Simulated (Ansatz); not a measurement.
## ScAg3: computed property card

ScAg3:
```yaml
crystal:
  lattice:
    - [4.20392, 0.00000, 0.00000]
    - [0.00000, 4.20392, 0.00000]
    - [0.00000, 0.00000, 4.20392]
  atoms:
    - { symbol: Ag, position: [0.00000, 0.50000, 0.50000] }
    - { symbol: Ag, position: [0.50000, 0.50000, 0.00000] }
    - { symbol: Ag, position: [0.50000, 0.00000, 0.50000] }
    - { symbol: Sc, position: [0.00000, 0.00000, 0.00000] }
```

Space group Pm-3m (No. 221), Cu3Au type; conventional cell a = 4.204 Å, b = 4.204 Å, c = 4.204 Å, α = 90.00°, β = 90.00°, γ = 90.00°.

Method: r²SCAN in the plane-wave PAW code Ansatz. Structure relaxed to zero pressure with the same functional. Other levels are named where they apply.

**Cell and energy**

| Property | Value |
|---|---|
| Volume per atom | 18.57 Å³ |
| Density | 8.24 g/cm³ |
| Formation energy from the elements (no fitted shifts) | -73 meV/atom |

**Electronic structure**

| Property | Result |
|---|---|
| Electronic character | metallic (no gap) |
| Density of states at the Fermi level | 0.70 states/eV per atom (mean over ±0.08 eV) |
| Gap with spin–orbit coupling | none (metallic) |

**Mechanics**

| Quantity | Value |
|---|---|
| Bulk modulus (Birch–Murnaghan fit) | 91.8 GPa |
| Pressure derivative B′ | 5.2 |
| Elastic constants (relaxed ions, GPa) | C11 = 110, C12 = 83.0, C44 = 40.6 |
| Mechanical stability | stable (all eigenvalues of C positive) |
| Hill bulk and shear moduli | 91.8 and 26.0 GPa |
| Young's modulus | 71.2 GPa |
| Poisson's ratio | 0.37 |
| Debye temperature from the elastic constants | 225 K |

**Charges**

| Quantity | Value |
|---|---|
| Bader charges | Ag -0.55, Sc +1.65 e |

The start of the workflow was typed in or built on a structure type; neither database checked (COD, Materials Project) lists it. Whether it is the stable phase at ambient conditions was not checked. The cell was relaxed with r²SCAN under the symmetry of its start; its stability against distortions is not shown here. The run is not spin-polarised. As this level gives no gap, shear constants depend on the k-mesh and smearing (Fermi–Dirac, 0.1 eV here). The references are the lowest solids computed at this level, not always the standard phases. Scalar-relativistic: spin–orbit coupling is off unless named, which matters more the heavier the elements.

Potentials: the later of the program's two PAW sets.
